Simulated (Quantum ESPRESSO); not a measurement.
pw.x input (Quantum ESPRESSO 7.5; PBEsol, PseudoDojo standard norm-conserving files, fully relativistic):

```
&CONTROL
  calculation = 'scf'
  pseudo_dir = './pseudo'
  outdir = './out'
  tprnfor = .true.
  tstress = .true.
/
&SYSTEM
  ibrav = 0
  nat = 4
  ntyp = 2
  ecutwfc = 80.0
  ecutrho = 320.0
  occupations = 'smearing'
  smearing = 'fd'
  degauss = 0.002
  nbnd = 67
  noncolin = .true.
  lspinorb = .true.
/
&ELECTRONS
  conv_thr = 4e-10
/
ATOMIC_SPECIES
Ga 69.7230 Ga.upf
Sb 121.7600 Sb.upf
CELL_PARAMETERS angstrom
  4.309037822121   0.000000000000   0.000000000000
 -2.154518911061   3.731736219825   0.000000000000
  0.000000000000   0.000000000000   7.092082496000
ATOMIC_POSITIONS crystal
Ga   0.666666667000   0.333333333000   0.500380215400
Ga   0.333333333667   0.666666666333   0.000380215400
Sb   0.666666667000   0.333333333000   0.874519784600
Sb   0.333333333667   0.666666666333   0.374519784600
K_POINTS automatic
9 9 4 0 0 0
```

End of the output:

```

[...]
     the Fermi energy is     8.4448 ev
!    total energy              =    -668.26360504 Ry
     estimated scf accuracy    <          7.3E-11 Ry
     smearing contrib. (-TS)   =      -0.00001829 Ry
     internal energy E=F+TS    =    -668.26358675 Ry
     The total energy is F=E-TS. E is the sum of the following terms:
     one-electron contribution =    -331.10559843 Ry
     hartree contribution      =     201.96621961 Ry
     xc contribution           =    -172.53677821 Ry
     ewald contribution        =    -366.58742972 Ry
     convergence has been achieved in   9 iterations
     Forces acting on atoms (cartesian axes, Ry/au):
     atom    1 type  1   force =     0.00000000    0.00000000   -0.00023071
     atom    2 type  1   force =     0.00000000    0.00000000   -0.00023071
     atom    3 type  2   force =    -0.00000000   -0.00000000    0.00023071
     atom    4 type  2   force =     0.00000000   -0.00000000    0.00023071
     Total force =     0.000461     Total SCF correction =     0.000004
     Computing stress (Cartesian axis) and pressure
          total   stress  (Ry/bohr**3)                   (kbar)     P=        0.34
   0.00000029   0.00000000  -0.00000000            0.04        0.00       -0.00
   0.00000000   0.00000029  -0.00000000            0.00        0.04       -0.00
  -0.00000000  -0.00000000   0.00000639           -0.00       -0.00        0.94
```

Geometry relaxed with PBEsol.
